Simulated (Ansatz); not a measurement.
**Calculated ⁴¹K NMR of the central transition for KCdCO3F**

Cell: a measured structure from the Crystallography Open Database (COD), ions relaxed with PBE at fixed cell.

Space group P-6m2 (No. 187); a = 5.1324, c = 4.4324 Å, γ = 120.00°.

| site | Wyckoff | site symmetry | x | y | z |
| --- | --- | --- | --- | --- | --- |
| K | 1a | -6m2 | 0.0000 | 0.0000 | 0.0000 |
| Cd | 1f | -6m2 | 0.6667 | 0.3333 | 0.5000 |
| C | 1d | -6m2 | 0.3333 | 0.6667 | 0.5000 |
| O | 3k | mm2 | 0.1879 | 0.3758 | 0.5000 |
| F | 1e | -6m2 | 0.6667 | 0.3333 | 0.0000 |

One atom of each set is listed.

The numbers come from a DFT calculation in Ansatz (r2SCAN, plane waves and PAW, scalar-relativistic, 500 eV cutoff, Γ-centred 5×5×5 k-points, Fermi–Dirac smearing 0.02 eV).

⁴¹K has I = 3/2 and Q = 73.40 mb (Pyykkö 2018); at 23.5 T its Larmor frequency is ν₀ = 25.7 MHz. Only the quadrupole interaction is simulated: positions count from each site's isotropic chemical shift, and shift anisotropy, dipolar and J coupling are left out.

Simulated pattern of one K site (static powder, Gaussian broadening 5 kHz):

```csv
offset (kHz),height
-82.6,0
-79.2,9
-75.8,68
-72.4,100
-69.0,70
-65.6,53
-62.2,45
-58.8,40
-55.4,37
-52.0,35
-48.6,33
-45.2,31
-41.9,30
-38.5,29
-35.1,28
-31.7,28
-28.3,27
-24.9,27
-21.5,26
-18.1,26
-14.7,26
-11.3,26
-7.9,26
-4.5,26
-1.1,24
2.3,21
5.7,21
9.1,21
12.5,22
15.9,23
19.3,25
22.7,26
26.0,29
29.4,32
32.8,37
36.2,49
39.6,71
43.0,48
46.4,6
49.8,0
```

Q: Which |C_Q| and η does the pattern imply?

A: The pattern spans 117 kHz before broadening and its centre of gravity is at -22.5 kHz, which fixes P_Q; the places of the horns and steps fix η. That gives P_Q = 4.80 MHz, |C_Q| = 4.80 MHz and η = 0.00. The sign of C_Q can't be read from the pattern.

An axis of threefold or higher order runs through K, so V_zz lies along it and η is zero.

The largest force is 0.5 eV/Å, so the atoms aren't at the calculated equilibrium and relaxing them would move these values. The database entry as given showed forces above 3 eV/Å or a pressure above 30 GPa, though relaxing it moves no atom far.
